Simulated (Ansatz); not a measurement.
## K₂ZnP₂O₇: Quadrupolar parameters

The cell is a COD entry whose atoms were relaxed with PBE, the cell held.

Space group P4_2/mnm (No. 136); a = 7.8580, c = 11.3220 Å.

```csv
site,Wyckoff,site symmetry,x,y,z
K1,4f,m.2m,0.8140,0.1860,0.5000
K5,4g,m.2m,0.8510,0.1490,0.0000
Zn,4d,-4..,0.5000,0.0000,0.2500
P,8j,..m,0.1378,0.1378,0.2847
O21,8j,..m,0.1365,0.1365,0.1518
O29,16k,1,0.3054,0.0795,0.3443
O45,4e,2.mm,0.0000,0.0000,0.3370
```

One atom of each set is listed.

Computed with Ansatz: DFT, PBE, plane waves and PAW, scalar-relativistic, 420 eV cutoff, Γ-centred 3×3×2 k-points, Fermi–Dirac smearing 0.02 eV.

Conventions: |V_zz| ≥ |V_yy| ≥ |V_xx|, η = (V_xx − V_yy)/V_zz, C_Q = eQV_zz/h.

⁴¹K: I = 3/2, Q = 73.40 mb; ⁶⁷Zn: I = 5/2, Q = 122.0 mb; 17O: I = 5/2, Q = -25.58 mb. Quadrupole moments are those of Pyykkö's year-2017 table.

| site | atoms | first shell | V_zz (10²¹ V/m²) | η | C_Q (MHz) |
| --- | --- | --- | --- | --- | --- |
| K1 | 4 | 8 O at 2.62–2.89 Å | 1.83 | 0.73 | 3.25 |
| K5 | 4 | 8 O at 2.79–2.83 Å | -1.44 | 0.77 | -2.55 |
| Zn | 4 | 4 O at 1.97 Å | 3.90 | 0.00 | 11.5 |
| P | 8 | 4 O at 1.51–1.64 Å | 5.83 | 0.42 | – |
| O21 | 8 | 1 P at 1.51 Å; also 3 K at 2.62–2.83 Å, 2 Zn at 3.25 Å | 8.21 | 0.06 | -5.08 |
| O29 | 16 | 1 P at 1.55 Å, 1 Zn at 1.97 Å, angle 121°; also 2 K at 2.79–2.89 Å | 9.43 | 0.43 | -5.83 |
| O45 | 4 | 2 P at 1.64 Å, angle 138°; also 2 K at 2.77 Å | 13.28 | 0.41 | -8.21 |

An axis of threefold or higher order runs through Zn, so V_zz lies along it and η is zero. At O21 V_zz points along its bond to P (within 1°). At O29 V_zz points along the shorter of its two bonds, to P (within 12°). At O45 V_zz runs parallel to the line that joins its two neighbours (within 1°).

P has no stable isotope with a ground-state quadrupole moment in the table, so no C_Q is given.

The database entry as given showed forces above 3 eV/Å or a pressure above 30 GPa, though relaxing it moves no atom far.

The relaxation (8 steps) took 6.8 min of wall time (6.8 min of CPU time) and 1.7 GiB at its peak, on 1 thread of Intel Xeon Platinum 8259CL CPU @ 2.50GHz (Skylake/Cascade Lake) (x86_64; 16 cores open to the job, memory cap 3.0 GiB, no GPU), a shared host with a load of 0.6 a core.
